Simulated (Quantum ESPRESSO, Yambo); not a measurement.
**K$_{2}$MgH$_{4}$: DFT and GW levels**

K2MgH4 is modelled in the tetragonal space group I4/mmm (No. 139), Pearson symbol tI14. Cell: a = 4.0089 Å, b = 4.0089 Å, c = 13.5529 Å, α = 90.00°, β = 90.00°, γ = 90.00°. H1 on 4c is coordinated by 2 Mg at 2.004 Å and 4 K at 2.797 Å (octahedral). H2 on 4e is coordinated by 1 Mg at 2.007 Å and 5 K at 2.819–2.835 Å (octahedral). Mg on 2a is coordinated by 6 H at 2.004–2.007 Å (octahedral). K on 4e is surrounded by 9 H at 2.797–2.835 Å. (Neighbours: up to the widest gap in distance over summed covalent radii, below 1.35, at either atom; cation-cation contacts left out.)
(The calculation used a cell of 7 atoms; values per cell refer to that cell.)

The geometry is that of Materials Project entry mp-23956, symmetrised and not relaxed again.

Starting point: norm-conserving PBEsol (Quantum ESPRESSO, 84 Ry, without SOC). G0W0 in Yambo: 4×4×4 Γ-centred k mesh, bands 5 to 113 and a 6 Ry block in the screening, 113 bands in G with the Bruneval-Gonze terminator, plasmon pole fitted at 27.2 eV.

```
Property                                                          Result
---------------------------------------------------------------  -------
PBEsol gap along the band path                                   3.28 eV
PBEsol gap between the mesh's edge points (Γ → (0, 0, 0.25))     3.33 eV
G0W0 gap between the same points                                 5.50 eV
PBEsol smallest direct gap on the mesh (at (0.25, -0.25, 0.25))  3.68 eV
G0W0 direct gap at that point                                    6.00 eV
```

```json
[
 {"k point": "Γ", "band": "VB", "E PBEsol (eV)": "0.00", "E QP (eV)": "-1.34", "shift (eV)": "-1.34", "Z": "0.80"},
 {"k point": "Γ", "band": "CB", "E PBEsol (eV)": "5.16", "E QP (eV)": "5.97", "shift (eV)": "0.81", "Z": "0.83"},
 {"k point": "(0, 0, 0.25)", "band": "VB", "E PBEsol (eV)": "-0.54", "E QP (eV)": "-2.10", "shift (eV)": "-1.56", "Z": "0.80"},
 {"k point": "(0, 0, 0.25)", "band": "CB", "E PBEsol (eV)": "3.33", "E QP (eV)": "4.16", "shift (eV)": "0.83", "Z": "0.84"},
 {"k point": "X", "band": "VB", "E PBEsol (eV)": "-1.20", "E QP (eV)": "-2.85", "shift (eV)": "-1.65", "Z": "0.80"},
 {"k point": "X", "band": "CB", "E PBEsol (eV)": "4.08", "E QP (eV)": "5.00", "shift (eV)": "0.93", "Z": "0.83"},
 {"k point": "N", "band": "VB", "E PBEsol (eV)": "-0.10", "E QP (eV)": "-1.60", "shift (eV)": "-1.50", "Z": "0.81"},
 {"k point": "N", "band": "CB", "E PBEsol (eV)": "3.74", "E QP (eV)": "4.53", "shift (eV)": "0.79", "Z": "0.84"},
 {"k point": "P", "band": "VB", "E PBEsol (eV)": "-1.20", "E QP (eV)": "-2.85", "shift (eV)": "-1.65", "Z": "0.80"},
 {"k point": "P", "band": "CB", "E PBEsol (eV)": "4.41", "E QP (eV)": "5.30", "shift (eV)": "0.90", "Z": "0.83"},
 {"k point": "(0.25, -0.25, 0.25)", "band": "VB", "E PBEsol (eV)": "-0.08", "E QP (eV)": "-1.58", "shift (eV)": "-1.50", "Z": "0.80"},
 {"k point": "(0.25, -0.25, 0.25)", "band": "CB", "E PBEsol (eV)": "3.61", "E QP (eV)": "4.42", "shift (eV)": "0.82", "Z": "0.84"},
 {"k point": "Z", "band": "VB", "E PBEsol (eV)": "-0.02", "E QP (eV)": "-1.35", "shift (eV)": "-1.33", "Z": "0.80"},
 {"k point": "Z", "band": "CB", "E PBEsol (eV)": "5.09", "E QP (eV)": "5.86", "shift (eV)": "0.78", "Z": "0.84"}
]
```

Energies count from the PBEsol valence-band maximum.

Convergence of the G0W0 settings was not tested.
